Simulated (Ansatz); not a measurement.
# Telling polymorphs of MgTi2Tl2P2S10 apart by ²⁵Mg

Level of theory: DFT, r2SCAN, plane waves and PAW, scalar-relativistic, 500 eV cutoff (Ansatz 0.2.0). Q(²⁵Mg) = 199.4 mb, I = 5/2. The cells come from the Materials Project (computed, not necessarily observed phases), with the atoms as given. Forces reach 0.3 eV/Å in them. Spin–orbit coupling is left out, which moves gradients at and beside heavy atoms (Tl) by some per cent and at some sites by far more.

(1) Rank the structures by their largest ²⁵Mg |C_Q|, smallest first.
A.
MgTi2Tl2P2S10
```cif
data_MgTi2Tl2P2S10
_symmetry_space_group_name_H-M 'P-1'
_symmetry_Int_Tables_number 2
_cell_length_a 6.5324
_cell_length_b 7.1998
_cell_length_c 9.7425
_cell_angle_alpha 110.190
_cell_angle_beta 98.131
_cell_angle_gamma 90.291
loop_
_atom_site_label
_atom_site_type_symbol
_atom_site_symmetry_multiplicity
_atom_site_Wyckoff_symbol
_atom_site_fract_x
_atom_site_fract_y
_atom_site_fract_z
Mg Mg 1 a 0.0000 0.0000 0.0000
Ti Ti 2 i 0.5010 0.2917 0.0025
Tl Tl 2 i 0.7046 0.7105 0.4341
P P 2 i 0.2803 0.8793 0.7387
S8 S 2 i 0.1533 0.6948 0.8356
S9 S 2 i 0.3564 0.5682 0.1486
S10 S 2 i 0.4085 0.0790 0.1685
S12 S 2 i 0.1542 0.1530 0.8353
S13 S 2 i 0.7651 0.2220 0.4813
```
B.
MgTi2Tl2P2S10
```
Mg Ti Tl P S
1.0
     6.62105    0.00000    0.00000
    -0.01158    7.06671    0.00000
    -2.36483   -3.45253    9.24115
Mg Ti Tl P S
1 2 2 2 10
Cartesian
  4.2450 1.0518 9.2387
  3.3057 1.9532 0.0115
  3.2963 5.0208 0.0109
  3.6462 3.4592 4.1728
  0.5981 -0.0404 5.0729
  0.1291 3.6311 6.8110
  4.1050 0.0146 2.4577
  -0.7752 1.8041 7.4149
  1.8679 3.4984 1.1902
  2.3143 -0.0326 1.4115
  1.9217 3.5876 7.8559
  -0.8466 -1.8041 7.5638
  3.9363 -0.0240 4.4458
  2.3621 0.0436 8.0611
  0.3061 3.6244 4.8241
  5.0069 5.2648 1.8201
  5.0789 1.6615 1.7267
```

Answers

(1) B (10.5 MHz), A (14.6 MHz).

In MgTi2Tl2P2S10 (P-1), MgTi2Tl2P2S10 (P1) small gradients can still move by 0.1 × 10²¹ V/m² or more with the k-mesh.
